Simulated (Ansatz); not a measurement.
Ansatz (an electronic-structure program) input:

Ansatz 0.2 input:
```yaml
crystal:
  lattice:
    - [0.0, 3.1231251268, 3.1231251268]
    - [3.1231251268, 0.0, 3.1231251268]
    - [3.1231251268, 3.1231251268, 0.0]
  atoms:
    - { symbol: Ba, position: [0.0, 0.0, 0.0] }
    - { symbol: F, position: [0.25, 0.25, 0.25] }
    - { symbol: F, position: [0.75, 0.75, 0.75] }
kpoints:
  mp_grid: { grid: [6, 6, 6] }
  band_path:
    path:
      - [[0.0, 0.0, 0.0], [0.5, 0.0, 0.5], [0.625, 0.25, 0.625]]  # Γ-X-U
      - [[0.375, 0.375, 0.75], [0.0, 0.0, 0.0], [0.5, 0.5, 0.5], [0.5, 0.25, 0.75], [0.5, 0.0, 0.5]]  # K-Γ-L-W-X
      - [VBM, CBM]
    npoints: 12
basis: { xc_grid: 2 }
hamiltonian:
  xc: pbe
  pseudopotentials: { azcp: { folder: ./paw }, kind: paw_fr }
magnetization: { noncollinear: true, spin_orbit: true }
scf:
  n_extra_bands: 12
  convergence: { dr2_threshold: 0.0000000001 }
  occupations: { method: gaussian, width: 0.01 }
checkpoint: { write: soc.run }
output: { eigenvalues: true }
```

Output (shortened):

```
Pseudopotential: Ba, paw, valence charge 10
Pseudopotential: F, paw, valence charge 7
Functional definition: PBE
non-collinear run that drives no moment, with spin-orbit …
Crystal: 3 atoms, lattice volume = 60.925 Å³
Basis set: ecut = 420 eV, 1243 PW (Γ), exchange–correlation on 60×60×60 points (8 copies of the dense FFT grid, shifted against one another)
Bands: 36, of which v1, the nominal top of the filled ones, is band 24 counted from 1 (23 counted from 0)
Symmetry: 48 space group operations + 48 with time reversal
k-points: 16 of 216
Projection manifold: j_resolved (fully-relativistic pseudo-atomic orbitals)
SCF iter   1: F=—  HF=-7580.207113 eV  |F-HF|=—  |Δ(HF+E_count)|=         —  Δρ=1.43e-1  dr2=1.11e1  dr2_m=0.00e0 (ungated)  ethr=3.10e-3  |M|=0.00e0 ∫|m|=0.00e0 μB  |m|>n=0.0e0 m-floor=0.0e0 τ_xc=0.0e0  β_m=0.30  ⟨swp⟩=13.9  Hψ=2321  notcnv=0  defer=16
preconditioner: auto → none
SCF iter   2: F=—  HF=-7577.435626 eV  |F-HF|=—  |Δ(HF+E_count)|=    2.77e0  Δρ=3.13e-2  dr2=7.03e-1  dr2_m=0.00e0 (ungated)  ethr=3.10e-3  |M|=0.00e0 ∫|m|=0.00e0 μB  |m|>n=0.0e0 m-floor=0.0e0 τ_xc=0.0e0  β_m=0.30  ⟨swp⟩=4.0  Hψ=788  notcnv=0  defer=82
SCF iter   3: F=—  HF=-7577.324546 eV  |F-HF|=—  |Δ(HF+E_count)|=   1.11e-1  Δρ=1.50e-2  dr2=2.29e-1  dr2_m=0.00e0 (ungated)  ethr=2.93e-3  |M|=0.00e0 ∫|m|=0.00e0 μB  |m|>n=0.0e0 m-floor=0.0e0 τ_xc=0.0e0  β_m=0.51  ⟨swp⟩=3.1  Hψ=453  notcnv=0  defer=82
SCF iter   4: F=—  HF=-7577.337292 eV  |F-HF|=—  |Δ(HF+E_count)|=   1.27e-2  Δρ=3.18e-3  dr2=4.83e-3  dr2_m=0.00e0 (ungated)  ethr=9.55e-4  |M|=0.00e0 ∫|m|=0.00e0 μB  |m|>n=0.0e0 m-floor=0.0e0 τ_xc=0.0e0  β_m=0.66  ⟨swp⟩=2.7  Hψ=515  notcnv=0  defer=82
SCF iter   5: F=—  HF=-7577.342888 eV  |F-HF|=—  |Δ(HF+E_count)|=   5.60e-3  Δρ=7.88e-4  dr2=3.99e-4  dr2_m=0.00e0 (ungated)  ethr=2.01e-5  |M|=0.00e0 ∫|m|=0.00e0 μB  |m|>n=0.0e0 m-floor=0.0e0 τ_xc=0.0e0  β_m=0.65  ⟨swp⟩=3.6  Hψ=564  notcnv=0  defer=82
SCF iter   6: F=—  HF=-7577.342778 eV  |F-HF|=—  |Δ(HF+E_count)|=   1.10e-4  Δρ=1.08e-4  dr2=9.26e-6  dr2_m=0.00e0 (ungated)  ethr=1.66e-6  |M|=0.00e0 ∫|m|=0.00e0 μB  |m|>n=0.0e0 m-floor=0.0e0 τ_xc=0.0e0  β_m=0.83  ⟨swp⟩=2.1  Hψ=409  notcnv=0  defer=82
SCF iter   7: F=—  HF=-7577.342780 eV  |F-HF|=—  |Δ(HF+E_count)|=   1.89e-6  Δρ=5.14e-5  dr2=2.10e-6  dr2_m=0.00e0 (ungated)  ethr=3.86e-8  |M|=0.00e0 ∫|m|=0.00e0 μB  |m|>n=0.0e0 m-floor=0.0e0 τ_xc=0.0e0  β_m=0.73  ⟨swp⟩=2.0  Hψ=411  notcnv=0  defer=82
SCF iter   8: F=—  HF=-7577.342779 eV  |F-HF|=—  |Δ(HF+E_count)|=   1.33e-6  Δρ=1.66e-5  dr2=2.22e-7  dr2_m=0.00e0 (ungated)  ethr=8.77e-9  |M|=0.00e0 ∫|m|=0.00e0 μB  |m|>n=0.0e0 m-floor=0.0e0 τ_xc=0.0e0  β_m=0.86  ⟨swp⟩=2.9  Hψ=409  notcnv=0  defer=82
SCF iter  10: F=-7577.342779 eV  HF=-7577.342779 eV  |F-HF|=2.73e-11  |Δ(HF+E_count)|=   1.58e-9  Δρ=2.61e-7  dr2=3.39e-11  dr2_m=0.00e0 (ungated)  ethr=1.00e-12  |M|=0.00e0 ∫|m|=0.00e0 μB  |m|>n=0.0e0 m-floor=0.0e0 τ_xc=0.0e0  ⟨swp⟩=17.2  Hψ=1694  notcnv=0
SCF 1 converged in 10 iterations: F = -7577.342779 eV  dr2 = 3.39e-11
NSCF: frozen V_eff on 16 k-points
NSCF: frozen V_eff on 16 k-points
NSCF: frozen V_eff on 16 k-points
NSCF: frozen V_eff on 9 k-points
NSCF: frozen V_eff on 2 k-points
NSCF: frozen V_eff on 13 k-points
NSCF: frozen V_eff on 7 k-points
NSCF: frozen V_eff on 11 k-points
NSCF: frozen V_eff on 5 k-points
NSCF: frozen V_eff on 1 k-points
NSCF: frozen V_eff on 6 k-points
NSCF: frozen V_eff on 87 k-points
SCF converged after 10 iterations
Magnetization: |M| = 0.0000 μB,  M = (+0.0000, +0.0000, +0.0000) μB
Absolute magnetization: 0.0000 μB (∫|m|)
  site 0: m = (+0.0000, +0.0000, +0.0000) μB, |m| = 0.0000 μB  (R = 1.12 Å)
  site 1: m = (+0.0000, +0.0000, +0.0000) μB, |m| = 0.0000 μB  (R = 1.12 Å)
  site 2: m = (+0.0000, +0.0000, +0.0000) μB, |m| = 0.0000 μB  (R = 1.12 Å)
Free energy (F): -7577.342779 eV
Harris-Foulkes:  -7577.342779 eV  (|F-HF|=2.73e-11)
Internal energy: -7577.342779 eV  (E = F + TS)
E sigma→0 (E₀):  -7577.342779 eV
Fermi energy:    6.295992 eV
--- Per-component energies (eV) ---
  E_band       = -106.833411
  E_kinetic    = 556.494895
  E_local      = -1602.698149  (includes V_loc(G=0)·N_el)
  E_nonlocal   = 266.592163
  E_hartree    = 594.027197
  E_xc         = -354.202012
  E_vxc        = -328.016630  (∫ρ·V_xc dr)
  E_paw        = -5609.248839  (= ΣΔE_a)
  E_vpaw       = -187.261698  (= ΣTr[D̂ρ^β])
  E_aug_tail   = 0.001399  (compensation charges beyond the density's cutoff)
  E_ewald      = -1428.309434
  E_smearing   =  0.000000  (= −TS)
  E_closure    = 0.000000  (closes the sum)
  Σ components = -7577.342779   (vs F -7577.342779, Δ=0.00e0)
  [band-id]    e_kinetic+e_local+e_nonlocal+2·e_hartree+e_vxc+e_vpaw+e_augmentation_tail = -106.833625   (vs E_band -106.833411, Δ=-2.14e-4)
--- Band table (eV; the first three rows and the last of 16) ---
  k-point 0: bands = ["-20.0820", "-20.0820", "-15.9648", "-15.9648", "-15.9250", "-15.9250", "-6.3913", "-6.3913", "-4.3501", "-4.3501", "-4.3501", "-4.3501", "1.4935", "1.4935", "1.5357", "1.5357", "1.5357", "1.5357", "2.7649", "2.7649", "2.8892", "2.8892", …
  k-point 1: bands = ["-20.0363", "-20.0363", "-15.9950", "-15.9950", "-15.9753", "-15.9753", "-6.4164", "-6.4164", "-4.4039", "-4.4039", "-4.3945", "-4.3945", "1.6099", "1.6099", "1.6443", "1.6443", "1.7818", "1.7818", "2.6552", "2.6552", "2.7941", "2.7941", …
  k-point 2: bands = ["-19.9401", "-19.9401", "-16.1193", "-16.1193", "-16.0173", "-16.0173", "-6.4635", "-6.4635", "-4.4999", "-4.4999", "-4.4794", "-4.4794", "1.8069", "1.8069", "1.8419", "1.8419", "2.2987", "2.2987", "2.4137", "2.4137", "2.7159", "2.7159", …
  k-point 15: bands = ["-19.8218", "-19.8218", "-16.2123", "-16.2123", "-16.1221", "-16.1221", "-6.5273", "-6.5273", "-4.7120", "-4.7120", "-4.4551", "-4.4551", "1.6756", "1.6756", "2.3880", "2.3880", "2.5808", "2.5808", "2.6330", "2.6330", "2.6519", …
```

Cost: roughly 40 core-seconds on shared cores.

Space group Fm-3m (fluorite). The PBE relaxation kept the symmetry of its start.

Potentials: the earlier of the program's two PAW sets.

Ansatz is a plane-wave DFT program.
